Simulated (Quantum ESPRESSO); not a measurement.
**Kohn-Sham bands of ZnCdS₂ (P3m1)**

```
ZnCdS2
1.0
    4.01080     0.00000     0.00000
   -2.00540     3.47345     0.00000
    0.00000     0.00000     6.63060
Zn Cd S
1 1 2
Direct
  0.00000   0.00000   0.99976
  0.33333   0.66667   0.50562
  0.33333   0.66667   0.89201
  0.00000   0.00000   0.35460
```

Cell from Materials Project (mp-1215475), symmetrised, no further relaxation. Not found in the COD (Crystallography Open Database) copy used; not checked further. Level: PBEsol, no spin polarisation, no spin-orbit coupling; pw.x of Quantum ESPRESSO at 82 Ry with PseudoDojo potentials, 6×6×4 k-points, Wannier90. Density: 12×12×6 mesh, cold smearing 0.01 Ry.

Energies are relative to the valence-band maximum; weights are on the orthonormalised atomic waves of the pseudopotential files, averaged over the group. 52 electrons a cell are treated as valence.

| bands | from (eV) | to (eV) | filling | weight on atomic waves |
|---|---|---|---|---|
| 1 | -124.63 | -124.63 | filled | [?] |
| 2 | -101.26 | -101.26 | filled | [?] |
| 3–5 | -78.95 | -78.94 | filled | [?] |
| 6–8 | -62.36 | -62.35 | filled | [?] |
| 9–10 | -12.59 | -11.75 | filled | [?] |
| 11–15 | -7.64 | -6.91 | filled | [?] |
| 16–20 | -6.21 | -5.66 | filled | [?] |
| 21–26 | -4.79 | 0.00 | filled | [?] |

**Question.** Which atomic shells make up each group?

**Answer.** 
- 1, weight on atomic waves: Zn 3s 100 %
- 2, weight on atomic waves: Cd 4s 100 %
- 3–5, weight on atomic waves: Zn 3p 100 %
- 6–8, weight on atomic waves: Cd 4p 100 %
- 9–10, weight on atomic waves: S 3s 85 %, Zn 4s 5 %, Cd 5s 4 %
- 11–15, weight on atomic waves: Cd 4d 93 %
- 16–20, weight on atomic waves: Zn 3d 93 %
- 21–26, weight on atomic waves: S 3p 79 %, Cd 5s 5 %, Zn 4s 4 %

The Kohn-Sham gap over both meshes and the path is 1.18 eV.
